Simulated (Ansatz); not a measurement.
Relaxation of a generated cell, Pd placed in the beta-W structure type; 8 atoms in the cell, which starts as Pm-3n (No. 223), cP8; a = b = c = 4.934 Å, α = β = γ = 90.00°. These are PBE (plane waves to 420 eV, PAW, scalar-relativistic; Ansatz, a program for electronic structure) values and carry that method's errors. Γ-centred k-mesh 7×7×7 on the run's cell (coarser than for final values), Fermi–Dirac smearing 0.05 eV. This is the first round of the run. 

The optimiser's lines from the output (shortened; P is positive under compression):

```
relax step   1: F+E_penalty+E_count = -55782.17364131 eV  Δ(F+E_penalty+E_count) = +0.000e0 eV  max|allowed force component| = 1.648e-17 eV/Å  Δτ_max = 0.0000 Å  P = +8.727 GPa  Ω = 120.082 Å³  (8 SCF iters, dr2 threshold 1.00e-7 eV, accepted)
relax step   2: F+E_penalty+E_count = -55782.24822575 eV  Δ(F+E_penalty+E_count) = -7.458e-2 eV  max|allowed force component| = 3.057e-17 eV/Å  Δτ_max = 0.0000 Å  P = -5.099 GPa  Ω = 130.637 Å³  (6 SCF iters, dr2 threshold 8.00e-7 eV, accepted)
relax step   3: F+E_penalty+E_count = -55782.32462354 eV  Δ(F+E_penalty+E_count) = -7.640e-2 eV  max|allowed force component| = 2.841e-17 eV/Å  Δτ_max = 0.0000 Å  P = -0.595 GPa  Ω = 126.535 Å³  (6 SCF iters, dr2 threshold 8.00e-7 eV, accepted)
relax step   4: F+E_penalty+E_count = -55782.32570037 eV  Δ(F+E_penalty+E_count) = -1.077e-3 eV  max|allowed force component| = 3.784e-17 eV/Å  Δτ_max = 0.0000 Å  P = +0.003 GPa  Ω = 126.051 Å³  (6 SCF iters, dr2 threshold 8.00e-7 eV, accepted)
relax step   5: F+E_penalty+E_count = -55782.32739172 eV  Δ(F+E_penalty+E_count) = -1.691e-3 eV  max|allowed force component| = 2.490e-17 eV/Å  Δτ_max = 0.0000 Å  P = -0.027 GPa  Ω = 126.051 Å³  stress off target by 2.75e-2 GPa  SCF on the basis re-selected at this cell (its energy is not comparable with the rows above)  (6 SCF iters)
relax step   6: F+E_penalty+E_count = -55782.32740141 eV  Δ(F+E_penalty+E_count) = -9.684e-6 eV  max|allowed force component| = 2.551e-17 eV/Å  Δτ_max = 0.0000 Å  P = +0.000 GPa  Ω = 126.028 Å³  (8 SCF iters, accepted)
relax step   7: F+E_penalty+E_count = -55782.32740141 eV  Δ(F+E_penalty+E_count) = +0.000e0 eV  max|allowed force component| = 3.824e-17 eV/Å  Δτ_max = 0.0000 Å  P = +0.000 GPa  Ω = 126.028 Å³  stress off target by 1.59e-4 GPa  SCF on the basis re-selected at this cell (its energy is not comparable with the rows above)  (8 SCF iters)
```

From the first to the last row the energy changes by -0.02 eV/atom and the volume by +5.0 %. The last row is marked as not comparable with the walk above it, whose basis was carried along; it does compare with step 1, since both stand on a basis selected at the nominal cutoff for their own cell.

Later rounds, restarted from the end of this one on a renewed k-mesh, logged 2 more steps and released under 0.01 eV/atom more. The final structure after all rounds: Pm-3n (No. 223), cP8; a = b = c = 5.0137 Å, α = β = γ = 90.00°. Between re-selections the logged energies stand on a plane-wave basis carried along with the cell. No spin polarisation in the result.

The run could not lose the symmetry of its start: the end is stationary, and may be a saddle point rather than a minimum.

All atoms sit on sites fixed by symmetry, so only the cell could relax.

The relaxed structure here is a generated cell of Pd: the first start was made by placing the elements on the sites of a structure type, and the end was not matched to a known phase here, so it may be hypothetical. Known forms of Pd include space group No. 225.
